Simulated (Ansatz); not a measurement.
ZnS:
```
CELL_PARAMETERS angstrom
      3.56502     0.00000     0.00000
     -1.78251     3.08740     0.00000
      0.00000     0.00000     5.81645
ATOMIC_POSITIONS crystal
  Zn 0.00000 0.00000 0.00000
  Zn 0.00000 0.00000 0.50000
  S  0.33333 0.66667 0.25000
  S  0.66667 0.33333 0.75000
```

x, y and z are the axes in which the lattice vectors are written.

Problem. Give the high-frequency dielectric tensor and the Born effective charge tensors of the independent atoms from DFPT, DFT-PBEsol in the program Ansatz with PAW potentials.

Solution. 
ε∞:
```
10.6  0.00  0.00
0.00  10.6  0.00
0.00  0.00  11.6
```
Z* of atom 1 (Zn), rows: field, columns: displacement, in e:
```
2.92  0.00  0.00
0.00  2.92  0.00
0.00  0.00  3.13
```
Z* of atom 3 (S), rows: field, columns: displacement, in e:
```
-2.92   0.00   0.00
 0.00  -2.92   0.00
 0.00   0.00  -3.13
```

Space group P6_3/mmc (NiAs type). The start of the workflow was typed in or built on a structure type; neither database checked (COD, Materials Project) lists it. It is not the phase usual at ambient conditions (space group No. 186, 216). The PBEsol relaxation kept the symmetry of its start; phonons show weakly imaginary modes.

Potentials: the later of the program's two PAW sets.
